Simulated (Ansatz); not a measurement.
**From the elastic tensor of Al at 8 GPa (stress–strain coefficients) to moduli and sound speeds**

Computed with Ansatz 0.2.0, DFT PBEsol, scalar-relativistic, plane waves, PAW. Cutoff 420 eV, 18×18×6 k-points (Γ-centred), Fermi-Dirac smearing of 0.15 eV. No spin polarisation.

It takes space group P6_3/mmc (No. 194, hexagonal). The conventional cell has a = 2.762 Å, b = 2.762 Å, c = 9.065 Å, α = 90.00°, β = 90.00°, γ = 120.00°. Around Al (site symmetry -3m) lie 12 Al at 2.76 to 2.77 Å. Around Al (site symmetry -6m2) lie 12 Al at 2.76 to 2.77 Å.

In a metal, frequencies and elastic constants depend on the k mesh and the smearing, soft modes and shear constants most. Other phases may be more stable at this pressure.

Relaxed-ion constants (GPa, on the Cartesian axes of the calculation):
```
186.4  89.5  71.2   0.0   0.0   0.0
 89.5 186.4  71.2   0.0   0.0   0.0
 71.2  71.2 198.2   0.0   0.0   0.0
  0.0   0.0   0.0  39.4   0.0   0.0
  0.0   0.0   0.0   0.0  39.4   0.0
  0.0   0.0   0.0   0.0   0.0  48.5
```

Density 2.992 g/cm³; 4 atoms in 59.90 Å³.

The values that follow are for a polycrystal of randomly turned grains, by Hill's mean where one number stands.

With S = C⁻¹: B_V = (C11+C22+C33+2(C12+C13+C23))/9, G_V = (C11+C22+C33−C12−C13−C23+3(C44+C55+C66))/15, 1/B_R = S11+S22+S33+2(S12+S13+S23), 15/G_R = 4(S11+S22+S33−S12−S13−S23)+3(S44+S55+S66); Hill is their mean. Then v_l = √((B+4G/3)/ρ), v_t = √(G/ρ), v_m = [(2/v_t³+1/v_l³)/3]^(−1/3) and Θ = (ħ/k_B)·v_m·(6π²n/V)^(1/3) for n atoms in the volume V; E = 9BG/(3B+G), ν = (3B−2G)/(2(3B+G)) and A^U = 5G_V/G_R + B_V/B_R − 6.

```
Bulk modulus, Voigt / Reuss / Hill          : 115.0 / 115.0 / 115.0 GPa
Shear modulus, Voigt / Reuss / Hill         : 48.1 / 46.5 / 47.3 GPa
Young's modulus                             : 125 GPa
Poisson ratio                               : 0.319
Pugh ratio B/G                              : 2.43
Universal anisotropy index                  : 0.17
Longitudinal and transverse sound speeds    : 7713 and 3975 m/s
Debye temperature from the mean sound speed : 538 K
```

This form isn't the element's structure at ambient conditions.

Cost: 1 run of about 2.1 core-minutes, on Intel Xeon 6975P-C (Granite Rapids) (shared hosts).